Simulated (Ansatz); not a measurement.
C:
```xyz
12
Lattice="3.7957 0.0000 0.0000 0.0000 3.7957 0.0000 0.0000 0.0000 4.6723" Properties=species:S:1:pos:R:3 pbc="T T T"
C      3.5070     0.2887     1.1681
C      1.6092     1.6092     0.0000
C      0.2887     3.5070     3.5042
C      2.1866     2.1866     2.3362
C      1.4380     3.1615     4.5152
C      2.5321     3.3359     3.3471
C      2.3577     0.6342     2.1790
C      1.2637     0.4599     1.0110
C      3.3359     2.5321     1.3252
C      0.6342     2.3577     2.4933
C      0.4599     1.2637     3.6614
C      3.1615     1.4380     0.1571
```

Relaxed with r²SCAN. Independent-particle spectrum: no excitons, no local fields, no scissors shift; 0.1 eV broadening; ε₁ of the summed bands alone.

Tabulate the dielectric function from the program Ansatz at the r²SCAN level (PAW).



| E (eV) | ε₁ xx | ε₂ xx | ε₁ zz | ε₂ zz |
|---|---|---|---|---|
| 0.0 | 7.28 | 0.00 | 6.67 | 0.00 |
| 0.4 | 7.29 | 0.00 | 6.68 | 0.00 |
| 0.8 | 7.33 | 0.00 | 6.71 | 0.00 |
| 1.2 | 7.39 | 0.00 | 6.76 | 0.00 |
| 1.6 | 7.48 | 0.00 | 6.84 | 0.00 |
| 2.0 | 7.60 | 0.00 | 6.94 | 0.00 |
| 2.4 | 7.76 | 0.00 | 7.07 | 0.00 |
| 2.8 | 7.95 | 0.00 | 7.23 | 0.00 |
| 3.2 | 8.20 | 0.00 | 7.43 | 0.00 |
| 3.6 | 8.50 | 0.00 | 7.68 | 0.00 |
| 4.0 | 8.89 | 0.00 | 7.99 | 0.00 |
| 4.4 | 9.38 | 0.00 | 8.39 | 0.00 |
| 4.8 | 10.02 | 0.00 | 8.90 | 0.00 |
| 5.2 | 10.90 | 0.00 | 9.58 | 0.00 |
| 5.6 | 12.21 | 0.00 | 10.58 | 0.00 |
| 6.0 | 14.77 | 0.11 | 12.40 | 0.10 |
| 6.4 | 19.36 | 3.30 | 15.70 | 1.75 |
| 6.8 | 16.43 | 12.32 | 16.18 | 7.29 |
| 7.2 | 16.68 | 10.76 | 15.87 | 10.24 |
| 7.6 | 9.74 | 14.85 | 8.88 | 13.76 |
| 8.0 | 9.60 | 13.43 | 6.25 | 12.56 |
| 8.4 | 9.02 | 15.44 | 6.19 | 10.42 |
| 8.8 | 6.19 | 16.95 | 6.58 | 11.44 |
| 9.2 | 1.51 | 16.99 | 4.79 | 11.40 |
| 9.6 | -0.16 | 14.81 | 4.81 | 11.84 |
| 10.0 | -2.50 | 13.51 | 2.69 | 12.78 |
| 10.4 | -2.62 | 10.81 | 1.50 | 11.83 |
| 10.8 | -3.24 | 9.95 | -0.73 | 12.02 |
| 11.2 | -3.26 | 9.20 | -2.19 | 10.72 |
| 11.6 | -3.49 | 8.33 | -2.88 | 9.27 |
| 12.0 | -3.94 | 7.22 | -3.08 | 7.42 |

From ε at 7.9 eV (xx: 9.56 + 12.96i), find n, k, the normal reflectivity and the absorption coefficient.

n = 3.58, k = 1.809, R = 41 %, α = 2kE/ħc = 1400000 cm⁻¹.

With all bands, ε∞ without local fields is 7.50 (xx = yy), 6.87 (zz).

Space group P4_32_12. The start of the workflow was typed in or built on a structure type; neither database checked (COD, Materials Project) lists it. It is not the phase usual at ambient conditions (space group No. 194, 227). The r²SCAN relaxation kept the symmetry of its start; whether a distortion lowers the energy is not shown.

Potentials: the earlier of the program's two PAW sets.
